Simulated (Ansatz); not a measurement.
MgCdS₂ in space group P4/mmm (No. 123; Mg on 1d, Cd on 1a, S on 1b, S on 1c) at seven volumes, PBEsol in the plane-wave PAW code Ansatz, shape and atoms relaxed at each. One row is withheld.

```tsv
V (Å³/atom)	P (GPa)
17.028	9.48
17.590	5.78
18.151	2.65
18.712	-0.01
19.274	?
19.835	-4.19
20.397	-5.82
```

Question: Fit the shown pressures and predict the withheld one.

Answer: P = (3/2)B₀(x^(7/2) − x^(5/2))[1 + (3/4)(B′ − 4)(x − 1)] with x = (V₀/V)^(2/3). Least squares on the six rows gives V₀ = 18.710 Å³/atom, B₀ = 81.6 GPa, B′ = 4.44. At V = 19.274, x = 0.9804 and P = -2.27 GPa. The run itself gave -2.27 GPa.

The workflow started from a Materials Project entry (that database holds measured and hypothetical structures alike); the Crystallography Open Database copy checked does not list it. With Mg and Cd taken as one species the cell has the higher symmetry Fm-3m, so it may be an ordered model of a mixed-site phase. Its standing as an ambient phase is unchecked. The PBEsol relaxation kept the symmetry of its start; of distortions, only those at the zone centre were tested.

Potentials: the later of the program's two PAW sets.
